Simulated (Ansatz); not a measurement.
BN:
Space group P6₃mc (No. 186); a = 2.498 Å, b = 2.498 Å, c = 19.778 Å, α = 90.00°, β = 90.00°, γ = 120.00°

```json
[
 {"atom": "B", "site": "2a", "symmetry": "3m.", "x": "0.0000", "y": "0.0000", "z": "0.0835"},
 {"atom": "N", "site": "2b", "symmetry": "3m.", "x": "0.3333", "y": "0.6667", "z": "0.0836"},
 {"atom": "B", "site": "2b", "symmetry": "3m.", "x": "0.3333", "y": "0.6667", "z": "0.2500"},
 {"atom": "N", "site": "2b", "symmetry": "3m.", "x": "0.6667", "y": "0.3333", "z": "0.2501"},
 {"atom": "B", "site": "2b", "symmetry": "3m.", "x": "0.6667", "y": "0.3333", "z": "0.4164"},
 {"atom": "N", "site": "2a", "symmetry": "3m.", "x": "0.0000", "y": "0.0000", "z": "0.4165"}
]
```

Relaxed at zero pressure with the program Ansatz at the r²SCAN+D4 level (PAW).

### Question
The volume is lowered by 3 % and shape and atoms relax at that volume. What pressure results, and how do the axes share the change?

### Answer
1.1 GPa; a -0.1 %, b -0.1 %, c -2.8 %; the energy rises by 1 meV/atom.

### Question
Give the new structure.

### Answer

Space group P6₃mc (No. 186); a = b = 2.495 Å, c = 19.222 Å, α = β = 90.00°, γ = 120.00°

```json
[
 {"atom": "B", "site": "2a", "symmetry": "3m.", "x": "0.0000", "y": "0.0000", "z": "0.0834"},
 {"atom": "N", "site": "2b", "symmetry": "3m.", "x": "0.3333", "y": "0.6667", "z": "0.0836"},
 {"atom": "B", "site": "2b", "symmetry": "3m.", "x": "0.3333", "y": "0.6667", "z": "0.2500"},
 {"atom": "N", "site": "2b", "symmetry": "3m.", "x": "0.6667", "y": "0.3333", "z": "0.2501"},
 {"atom": "B", "site": "2b", "symmetry": "3m.", "x": "0.6667", "y": "0.3333", "z": "0.4164"},
 {"atom": "N", "site": "2a", "symmetry": "3m.", "x": "0.0000", "y": "0.0000", "z": "0.4165"}
]
```

The phase is kept; no other phase was compared at this pressure.

Space group P6_3mc. The start of the workflow was typed in or built on a structure type. Its sites differ from those of the usual phase in this space group: another stacking or structure type. The r²SCAN+D4 relaxation kept the symmetry of its start; whether a distortion lowers the energy is not shown.

Potentials: the earlier of the program's two PAW sets.
